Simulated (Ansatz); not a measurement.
# Fe15Co (Pm-3m): electronic heat capacity from the density of states

Level of theory: Ansatz, DFT PBEsol, scalar-relativistic, plane waves, PAW.

Plane waves to 420 eV, a k mesh through Γ of 6×6×6 on the computed 16-atom cell and Gaussian smearing (0.10 eV); collinear spin from starting moments 2.35 2.37 2.37 2.37 2.36 2.36 2.36 2.47 2.47 2.47 2.47 2.47 2.47 2.47 2.47 1.91 μB.

Relaxed cell: Pm-3m, a = 5.581 Å, b = 5.581 Å, c = 5.581 Å, α = 90.00°, β = 90.00°, γ = 90.00°, 16 atoms in the primitive cell. Whether it is the stable form of this composition wasn't checked.

The density of states at the Fermi level is 15.990 states/eV in the cell of 16 atoms (1 formula unit; both spins, tetrahedra on a 9×9×9 mesh). The run ends with a moment of 34.21 μB a cell (largest on a site 2.24 μB), and the figure is for this state; a paramagnetic sample can have a quite different one. Another magnetic order, if the compound takes it, can change N(E_F) and the shape of the cell a good deal.

Task: What Sommerfeld coefficient does this give?

Result: Per formula unit N(E_F) = 15.990 states/eV. γ = (π²/3) k_B² N(E_F) N_A = 2.357 mJ/(mol K²) per state/eV, so γ = 37.7 mJ/(mol K²), a mole of formula units. This is the bare band result: a measured γ of the same phase and magnetic order is as a rule larger by a factor 1 + λ from phonons and spin fluctuations. N(E_F) at one energy is sensitive to the mesh where the density of states has sharp peaks.

Only parallel moments were tried here.

Only this magnetic start was tried.

Cost: 1 run of about 10 core-minutes, on Intel Xeon Processor @ 2.50GHz (Skylake/Cascade Lake) (shared hosts).